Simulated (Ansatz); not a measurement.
**Li3AlH6 at a changed volume: 27Al NMR of the central transition**

Cell: a COD entry, relaxed with PBE at fixed cell and then changed (volume scaled by 1.06, ions relaxed).

```cif
data_Li3AlH6
_symmetry_space_group_name_H-M 'R-3:H'
_symmetry_Int_Tables_number 148
_cell_length_a 8.2295
_cell_length_b 8.2295
_cell_length_c 9.6996
_cell_angle_alpha 90.000
_cell_angle_beta 90.000
_cell_angle_gamma 120.000
loop_
_atom_site_label
_atom_site_type_symbol
_atom_site_symmetry_multiplicity
_atom_site_Wyckoff_symbol
_atom_site_fract_x
_atom_site_fract_y
_atom_site_fract_z
Li Li 18 f 0.9550 0.2238 0.2927
Al7 Al 3 b 0.0000 0.0000 0.5000
Al8 Al 3 a 0.0000 0.0000 0.0000
H9 H 18 f 0.5041 0.1397 0.4326
H15 H 18 f 0.1590 0.1811 0.3903
```

One atom of each set is listed; the run and its k-mesh use a cell of 20 atoms with edges of 5.75, 5.75, 5.75 Å.

Computed with Ansatz: DFT, PBE, plane waves and PAW, scalar-relativistic, 420 eV cutoff, Γ-centred 5×5×5 k-points, Fermi–Dirac smearing 0.02 eV.

27Al has I = 5/2 and Q = 146.6 mb (Pyykkö 2018); at 21.1 T its Larmor frequency is ν₀ = 234.3 MHz. Only the quadrupole interaction is simulated: positions count from each site's isotropic chemical shift, and J coupling is left out, as are shift anisotropy and dipolar coupling, which fast spinning averages.

Task: Give C_Q, η, the quadrupolar product P_Q = |C_Q|(1 + η²/3)^½, the second-order isotropic shift and the breadth of the pattern (fast magic-angle spinning) for each Al site.

Result: 

```
site    first shell  C_Q (MHz)     η  P_Q (MHz)  δ_QIS (ppm)  breadth (kHz)
 Al7  6 H at 1.77 Å      -1.32  0.00       1.32       -0.191         0.0959
 Al8  6 H at 1.77 Å       2.03  0.00       2.03       -0.452          0.227
```

δ_QIS = −(ν_Q²/30ν₀²)[I(I+1) − 3/4](1 + η²/3) × 10⁶ ppm with ν_Q = 3|C_Q|/[2I(2I−1)]; it falls as 1/B₀² in ppm, and the breadth as 1/B₀ in kHz.

An axis of threefold or higher order runs through Al7 and Al8, so V_zz lies along it and η is zero.

The relaxation (3 steps) took 20 s of wall time (20 s of CPU time) and 0.51 GiB at its peak, on 1 thread of Intel Xeon Platinum 8375C CPU @ 2.90GHz (Ice Lake) (x86_64; 4 cores open to the job, memory cap 3.0 GiB, no GPU), a shared host with a load of 0.2 a core.
